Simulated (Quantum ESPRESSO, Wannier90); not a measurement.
**SrCd (CsCl type), plane waves to Wannier functions**

Structure: Materials Project mp-30496, symmetrised, not relaxed again. COD (Crystallography Open Database) has an entry of this formula and space group (matched by these alone). Level: PBEsol, no spin polarisation, no spin-orbit coupling; pw.x of Quantum ESPRESSO at 82 Ry with PseudoDojo potentials, 6×6×6 k-points, Wannier90. Density: 10×10×10 mesh, cold smearing 0.01 Ry.

On the energy scale of pw.x, whose zero is arbitrary, the Fermi level lies at 8.90 eV.

Input w.win:

```
num_bands = 29
num_wann = 7
exclude_bands = 1-8
num_iter = 800
conv_tol = 1.0e-6
conv_window = 4
dis_num_iter = 1000
dis_conv_tol = 1.0e-6
dis_froz_max = 8.12
write_hr = true
write_u_matrices = true
auto_projections = true
begin unit_cell_cart
ang
    4.0356300000    0.0000000000    0.0000000000
    0.0000000000    4.0356300000    0.0000000000
    0.0000000000    0.0000000000    4.0356300000
end unit_cell_cart
begin atoms_frac
Sr   0.5000000000  0.5000000000  0.5000000000
Cd   0.0000000000  0.0000000000  0.0000000000
end atoms_frac
mp_grid = 6 6 6
begin kpoints
0.0000000000 0.0000000000 0.0000000000
0.0000000000 0.0000000000 0.1666666667
0.0000000000 0.0000000000 0.3333333333
... (213 more lines: the 6x6x6 mesh through Gamma)
end kpoints
```

Input of pw2wannier90.x that gives the overlap and projection files (equivalent; here they were cut from one run over all bands):

```
&inputpp
  outdir = './out'
  prefix = 'pwscf'
  seedname = 'w'
  write_amn = .true.
  write_mmn = .true.
  atom_proj = .true.
  atom_proj_exclude = 1 2 3 4 6 7 8 9
/
```

Output w.wout (banner and timings cut):

```
                                    ------
                                    SYSTEM
                                    ------

                              Lattice Vectors (Ang)
                    a_1     4.035630   0.000000   0.000000
                    a_2     0.000000   4.035630   0.000000
                    a_3     0.000000   0.000000   4.035630

                   Unit Cell Volume:      65.72552  (Ang^3)

                        Reciprocal-Space Vectors (Ang^-1)
                    b_1     1.556928   0.000000   0.000000
                    b_2     0.000000   1.556928   0.000000
                    b_3     0.000000   0.000000   1.556928

 *----------------------------------------------------------------------------*
 |   Site       Fractional Coordinate          Cartesian Coordinate (Ang)     |
 +----------------------------------------------------------------------------+
 | sr   1   0.50000   0.50000   0.50000   |    2.01782   2.01782   2.01782    |
 | cd   1   0.00000   0.00000   0.00000   |    0.00000   0.00000   0.00000    |
 *----------------------------------------------------------------------------*
                                ------------
                                K-POINT GRID
                                ------------

             Grid size =  6 x  6 x  6      Total points =  216

 *---------------------------------- MAIN ------------------------------------*
 |  Number of Wannier Functions               :                 7             |
 |  Number of Objective Wannier Functions     :                 7             |
 |  Number of input Bloch states              :                29             |
 |  Output verbosity (1=low, 5=high)          :                 1             |
 |  Timing Level (1=low, 5=high)              :                 1             |
 |  Optimisation (0=memory, 3=speed)          :                 3             |
 |  Length Unit                               :               Ang             |
 |  Post-processing setup (write *.nnkp)      :                 F             |
 |  Using Gamma-only branch of algorithms     :                 F             |
 *----------------------------------------------------------------------------*
 *------------------------------- WANNIERISE ---------------------------------*
 |  Total number of iterations                :               800             |
 |  Number of CG steps before reset           :                 5             |
 |  Trial step length for line search         :             2.000             |
 |  Convergence tolerence                     :         0.100E-05             |
 |  Convergence window                        :                 4             |
 |  Iterations between writing output         :                 1             |
 |  Iterations between backing up to disk     :               100             |
 |  Write r^2_nm to file                      :                 F             |
 |  Write xyz WF centres to file              :                 F             |
 |  Write on-site energies <0n|H|0n> to file  :                 F             |
 |  Use guiding centre to control phases      :                 F             |
 |  Use phases for initial projections        :                 F             |
 *----------------------------------------------------------------------------*
 *------------------------------- DISENTANGLE --------------------------------*
 |  Using band disentanglement                :                 T             |
 |  Total number of iterations                :              1000             |
 |  Mixing ratio                              :             0.500             |
 |  Convergence tolerence                     :         1.000E-06             |
 |  Convergence window                        :                 3             |
 *----------------------------------------------------------------------------*
 *-------------------------------- PLOTTING ----------------------------------*
 |  Plotting Hamiltonian in WF basis          :                 T             |
 *----------------------------------------------------------------------------*

 *---------------------------------- K-MESH ----------------------------------*
 +----------------------------------------------------------------------------+
 |                    Distance to Nearest-Neighbour Shells                    |
 |                    ------------------------------------                    |
 |          Shell             Distance (Ang^-1)          Multiplicity         |
 |          -----             -----------------          ------------         |
 |             1                   0.259488                      6            |
 |             2                   0.366971                     12            |
 |             3                   0.449446                      8            |
 |             4                   0.518976                      6            |
 |             5                   0.580233                     24            |
 |             6                   0.635613                     24            |
 |             7                   0.733943                     12            |
 |             8                   0.778464                     30            |
       ... (lines left out)
 +----------------------------------------------------------------------------+
 | The b-vectors are chosen automatically                                     |
 | The following shells are used:                       1                     |
 +----------------------------------------------------------------------------+
 |                        Shell   # Nearest-Neighbours                        |
 |                        -----   --------------------                        |
 |                          1               6                                 |
 +----------------------------------------------------------------------------+
 | Completeness relation is fully satisfied [Eq. (B1), PRB 56, 12847 (1997)]  |
 +----------------------------------------------------------------------------+
 |                  b_k Vectors (Ang^-1) and Weights (Ang^2)                  |
 |                  ----------------------------------------                  |
 |            No.         b_k(x)      b_k(y)      b_k(z)        w_b           |
 |            ---        --------------------------------     --------        |
 |             1         0.000000    0.000000    0.259488     7.425667        |
 |             2         0.000000    0.259488    0.000000     7.425667        |
 |             3         0.259488    0.000000    0.000000     7.425667        |
 |             4         0.000000    0.000000   -0.259488     7.425667        |
 |             5         0.000000   -0.259488    0.000000     7.425667        |
 |             6        -0.259488    0.000000    0.000000     7.425667        |
 +----------------------------------------------------------------------------+
 |                           b_k Directions (Ang^-1)                          |
 |                           -----------------------                          |
 |            No.           x           y           z                         |
 |            ---        --------------------------------                     |
 |             1         0.000000    0.000000    0.259488                     |
 |             2         0.000000    0.259488    0.000000                     |
 |             3         0.259488    0.000000    0.000000                     |
 +----------------------------------------------------------------------------+

 Starting a new Wannier90 calculation ...

 Reading overlaps from w.mmn

 Reading projections from w.amn

 *------------------------------- DISENTANGLE --------------------------------*
 +----------------------------------------------------------------------------+
 |                              Energy  Windows                               |
 |                              ---------------                               |
 |                   Outer:    0.32690  to   31.49701  (eV)                   |
 |                   Inner:    0.32690  to    8.12000  (eV)                   |
 +----------------------------------------------------------------------------+
   Number of target bands to extract:    7

                   Unitarised projection of Wannier functions
                   ------------------------------------------
   A_mn = <psi_m|g_n> --> S = A.A^+ --> U = S^-1/2.A
   In dis_project... done
   Using an inner window (linner = T)
   In dis_proj_froz... done

                   Extraction of optimally-connected subspace
                   ------------------------------------------
 +---------------------------------------------------------------------+<-- DIS
 |  Iter     Omega_I(i-1)      Omega_I(i)      Delta (frac.)           |<-- DIS
 +---------------------------------------------------------------------+<-- DIS
       1      16.76315811      16.50581231       1.559E-02    <-- DIS
       2      16.31163143      16.42917471      -7.155E-03    <-- DIS
       3      16.36187940      16.40048342      -2.354E-03    <-- DIS
       4      16.36603402      16.38414746      -1.106E-03    <-- DIS
       5      16.36206932      16.37407388      -7.331E-04    <-- DIS
       6      16.35812573      16.36765622      -5.823E-04    <-- DIS
       ... (lines left out)
      49      16.35444956      16.35446518      -9.551E-07    <-- DIS
      50      16.35445156      16.35446517      -8.321E-07    <-- DIS
      51      16.35445330      16.35446516      -7.250E-07    <-- DIS

             <<<      Delta < 1.000E-06  over  3 iterations     >>>
             <<< Disentanglement convergence criteria satisfied >>>

        Final Omega_I    16.35446516 (Ang^2)

 +----------------------------------------------------------------------------+

 Writing checkpoint file w.chk... done

 *------------------------------- WANNIERISE ---------------------------------*
 +--------------------------------------------------------------------+<-- CONV
 | Iter  Delta Spread     RMS Gradient      Spread (Ang^2)            |<-- CONV
 +--------------------------------------------------------------------+<-- CONV

 ------------------------------------------------------------------------------
 Initial State
  WF centre and spread    1  (  2.017820,  2.017822,  2.017814 )     8.93340099
  WF centre and spread    2  (  0.000000, -0.000000,  0.000000 )     0.60054537
  WF centre and spread    3  ( -0.000000,  0.000000, -0.000000 )     0.62999031
  WF centre and spread    4  (  0.000000,  0.000000,  0.000000 )     0.62999031
  WF centre and spread    5  ( -0.000000, -0.000000,  0.000000 )     0.60054537
  WF centre and spread    6  (  0.000000,  0.000000, -0.000000 )     0.62999031
  WF centre and spread    7  (  0.000000,  0.000000, -0.000000 )     5.04543839
  Sum of centres and spreads (  2.017820,  2.017822,  2.017814 )    17.06990107

      0     0.171E+02     0.0000000000       17.0699010614  <-- CONV
        O_D=      0.0000000 O_OD=      0.7154359 O_TOT=     17.0699011 <-- SPRD
 ------------------------------------------------------------------------------
      1    -0.500E-01     0.1860891597       17.0198780916  <-- CONV
        O_D=      0.0000000 O_OD=      0.6654129 O_TOT=     17.0198781 <-- SPRD
      2    -0.324E-01     0.1490867626       16.9874555066  <-- CONV
        O_D=      0.0000000 O_OD=      0.6329903 O_TOT=     16.9874555 <-- SPRD
      3    -0.132E-01     0.1181469080       16.9742287790  <-- CONV
        O_D=      0.0000000 O_OD=      0.6197636 O_TOT=     16.9742288 <-- SPRD
      4    -0.709E-02     0.0807354900       16.9671433086  <-- CONV
        O_D=      0.0000000 O_OD=      0.6126781 O_TOT=     16.9671433 <-- SPRD
      5    -0.220E-02     0.0557790158       16.9649438511  <-- CONV
        O_D=      0.0000000 O_OD=      0.6104787 O_TOT=     16.9649439 <-- SPRD
       ... (lines left out)
     13    -0.129E-06     0.0003946906       16.9643417210  <-- CONV
        O_D=      0.0000000 O_OD=      0.6098766 O_TOT=     16.9643417 <-- SPRD
     14    -0.175E-06     0.0003339206       16.9643415460  <-- CONV
        O_D=      0.0000000 O_OD=      0.6098764 O_TOT=     16.9643415 <-- SPRD
     15    -0.230E-06     0.0003633172       16.9643413163  <-- CONV
        O_D=      0.0000000 O_OD=      0.6098762 O_TOT=     16.9643413 <-- SPRD
             <<<     Delta < 1.000E-06  over  4 iterations     >>>
             <<< Wannierisation convergence criteria satisfied >>>
 Final State
  WF centre and spread    1  (  2.017820,  2.017822,  2.017814 )     9.36882175
  WF centre and spread    2  (  0.000000, -0.000000,  0.000000 )     0.59880585
  WF centre and spread    3  ( -0.000000, -0.000000, -0.000000 )     0.63180811
  WF centre and spread    4  ( -0.000000,  0.000000,  0.000000 )     0.63180811
  WF centre and spread    5  ( -0.000000, -0.000000,  0.000000 )     0.59880714
  WF centre and spread    6  (  0.000000,  0.000000,  0.000000 )     0.63180814
  WF centre and spread    7  (  0.000000,  0.000000, -0.000000 )     4.50248222
  Sum of centres and spreads (  2.017820,  2.017822,  2.017814 )    16.96434132

         Spreads (Ang^2)       Omega I      =    16.354465160
        ================       Omega D      =     0.000000003
                               Omega OD     =     0.609876154
    Final Spread (Ang^2)       Omega Total  =    16.964341316
```
